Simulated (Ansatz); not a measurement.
# Equation of state of BiRh

A database entry relaxed whole under r2SCAN (P6_3/mmc):

```xyz
4
Lattice="4.1321 0.0000 0.0000 -2.0660 3.5785 0.0000 0.0000 0.0000 5.6944" Properties=species:S:1:pos:R:3 pbc="T T T"
Bi    0.0000    2.3857    1.4236
Bi    2.0660    1.1928    4.2708
Rh    0.0000    0.0000    0.0000
Rh    0.0000    0.0000    2.8472
```

The cell was scaled uniformly, its shape held, and the atoms relaxed at each volume with plane-wave PAW DFT (Ansatz 0.2.0; r2SCAN, 500 eV, 9×9×6 Γ-centred mesh, fermi-dirac occupations of width 0.100 eV; no spin, no spin-orbit coupling). One row is withheld.

```json
{"volume (Å³/atom)": "19.787", "energy over the lowest (meV/atom)": "32.9", "pressure (GPa)": "9.18"}
{"volume (Å³/atom)": "20.208", "energy over the lowest (meV/atom)": "?", "pressure (GPa)": "?"}
{"volume (Å³/atom)": "20.629", "energy over the lowest (meV/atom)": "3.1", "pressure (GPa)": "2.69"}
{"volume (Å³/atom)": "21.050", "energy over the lowest (meV/atom)": "0.0", "pressure (GPa)": "0.00"}
{"volume (Å³/atom)": "21.472", "energy over the lowest (meV/atom)": "3.6", "pressure (GPa)": "-2.38"}
{"volume (Å³/atom)": "21.893", "energy over the lowest (meV/atom)": "13.0", "pressure (GPa)": "-4.47"}
{"volume (Å³/atom)": "22.314", "energy over the lowest (meV/atom)": "27.6", "pressure (GPa)": "-6.33"}
```

Question: Fit the pressures of the other rows to the third-order Birch-Murnaghan form.

Answer: With f = [(V₀/V)^(2/3) − 1]/2 and P = 3B₀f(1 + 2f)^(5/2)[1 + 3(B₀′ − 4)f/2], least squares gives V₀ = 21.05 Å³ an atom, B₀ = 126 GPa and B₀′ = 5.2; the rows miss the fit by less than 0.01 GPa. The slope of the energies differs from these pressures by 0.14 GPa, since they are taken to zero smearing while pressures follow the free energy.

Question: What does the withheld row hold?

Answer: The fit gives 5.73 GPa at 20.208 Å³; the run gave 5.73 GPa and 13.7 meV an atom.

Caveats: the shape of the cell was held, so B₀ is an upper bound where the axes differ in stiffness; 0 K, fixed nuclei; the symmetry was kept, and this need not be the phase that is stable at 0 K; one mesh for all volumes; pressure is positive in compression.
